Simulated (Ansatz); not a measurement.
A distorted cell of CsCl (CsCl type):

```
CsCl
1.0
    3.94746     0.00000     0.00000
    0.00000     3.94746     0.00000
    0.00000     0.00000     3.94746
Cs Cl
1 1
Direct
  0.00000   0.00000   0.00000
  0.50000   0.50000   0.50000
```

Method: r2SCAN (plane waves to 500 eV, PAW, scalar-relativistic; Ansatz, a quantum-chemistry and plane-wave program). k mesh 8×8×8 (Γ-centred), Fermi-Dirac smearing 0.05 eV. E stands for the smeared free energy. Compression counts positive. CsCl was relaxed with its symmetry unable to fall.

Q: What is the stress tensor (GPa)?

A: 
```
   3.79     0.00     0.00
   0.00     3.79     0.00
   0.00     0.00     3.79
```
The pressure, a third of the trace, is 3.79 GPa.

Q: It is the relaxed cell scaled evenly to V/V₀ = 0.867, atoms relaxed where free. What is its energy relative to the relaxed cell?

A: 48.4 meV/atom.

(Under strain, the slope of the energy per volume gives the stress and its curvature an elastic modulus.)
